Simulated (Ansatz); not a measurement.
InP:
```xyz
2
Lattice="0.0000 2.9393 2.9393 2.9393 0.0000 2.9393 2.9393 2.9393 0.0000" Properties=species:S:1:pos:R:3 pbc="T T T"
In     0.0000     0.0000     0.0000
P      4.4090     4.4090     4.4090
```

x, y and z are the axes in which the lattice vectors are written.

Q: Give the high-frequency dielectric tensor and the Born effective charge tensors of the independent atoms from DFPT, plane-wave PAW PBEsol (Ansatz code).

A: 
ε∞:
```
11.6  0.00  0.00
0.00  11.6  0.00
0.00  0.00  11.6
```
Z* of atom 1 (In), rows: field, columns: displacement, in e:
```
2.52  0.00  0.00
0.00  2.52  0.00
0.00  0.00  2.52
```
Z* of atom 2 (P), rows: field, columns: displacement, in e:
```
-2.52   0.00   0.00
 0.00  -2.52   0.00
 0.00   0.00  -2.52
```

Space group F-43m (zinc blende). The PBEsol relaxation kept the symmetry of its start. Scalar-relativistic: spin–orbit coupling is off unless named, which matters more the heavier the elements.

Potentials: the earlier of the program's two PAW sets. The files were generated under PBE; for other functionals the program regenerates the frozen cores, and for LDA and PBEsol the local potential too.
